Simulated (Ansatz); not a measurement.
Simulated powder pattern, Cu Kα1, λ = 1.54056 Å (kinematic, ideal powder, no thermal factors, no anomalous dispersion; the 30 strongest lines at most, above 1 %, up to 2θ = 90°):

```
2θ (°)  d (Å)  I/Imax (%)
------  -----  ----------
41.77   2.161          25
44.96   2.015          27
47.72   1.904         100
63.03   1.474          13
76.26   1.248          14
84.95   1.141          16
```

The pattern belongs to a structure relaxed with PBE (plane waves, PAW; program Ansatz).

Problem. Which compound is it?
(A) Mg, hcp (Mg type)
(B) Co, hcp (Mg type)
(C) Os, hcp (Mg type)
(D) Lu, hcp (Mg type)

Solution. B, Co, hcp (Mg type)

Problem. Give the lattice parameters.

Solution. a = 2.495 Å, c = 4.029 Å.

Space group P6_3/mmc (hcp (Mg type)). The cell was relaxed with PBE under the symmetry of its start. The final state is ferromagnetic, chosen from 5 collinear starts compared on coarse meshes (ties went to the first, and starts can fall back to one state), not a proven ground state. Textbook magnetic order: ferromagnetic. Axis ratios of metals converge slowly with the k-mesh, so a and c are less sure than the volume.

Potentials: the earlier of the program's two PAW sets.
